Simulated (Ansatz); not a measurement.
CoSi2 (fluorite type, space group Fm-3m)

```cif
data_CoSi2
_chemical_formula_sum 'Co1 Si2'
_space_group_name_H-M_alt 'P 1'
_space_group_IT_number 1
_cell_length_a 3.75663
_cell_length_b 3.75663
_cell_length_c 3.75663
_cell_angle_alpha 60.000
_cell_angle_beta 60.000
_cell_angle_gamma 60.000
loop_
_space_group_symop_operation_xyz
  'x, y, z'
loop_
_atom_site_label
_atom_site_type_symbol
_atom_site_fract_x
_atom_site_fract_y
_atom_site_fract_z
_atom_site_occupancy
Co1 Co 0.00000 0.00000 0.00000 1
Si1 Si 0.25000 0.25000 0.25000 1
Si2 Si 0.75000 0.75000 0.75000 1
```

Equation-of-state scan: isotropic scaling of the cell above, V₀ being its volume. Symmetry pins the atoms to their sites.

The numbers are results of PBEsol (plane waves to 420 eV, PAW, scalar-relativistic; Ansatz, a program for electronic structure), not measurements. k mesh 15×15×15 (Γ-centred), Fermi-Dirac smearing 0.05 eV. The energy includes the smearing's −TS. CoSi2 is run without spin polarisation. CoSi2 was relaxed with its symmetry unable to fall. The PAW data are Ansatz's earlier set. The zero of ΔE is the relaxed starting cell.

| V (Å³/cell) | ΔE (eV/atom) |
|---|---|
| 31.49 | 0.266 |
| 32.49 | 0.175 |
| 33.49 | (withheld) |
| 34.49 | (withheld) |
| 35.49 | 0.024 |
| 36.49 | 0.006 |
| 37.49 | 0.000 |
| 38.49 | 0.005 |
| 39.49 | (withheld) |
| 40.49 | (withheld) |
| 41.49 | 0.072 |
| 42.49 | (withheld) |
| 43.49 | 0.147 |

Task: What belongs in the gaps?

Result: 
- 33.49, ΔE (eV/atom): 0.106
- 34.49, ΔE (eV/atom): 0.057
- 39.49, ΔE (eV/atom): 0.020
- 40.49, ΔE (eV/atom): 0.042
- 42.49, ΔE (eV/atom): 0.107

(Under strain, the slope of the energy per volume gives the stress and its curvature an elastic modulus.)
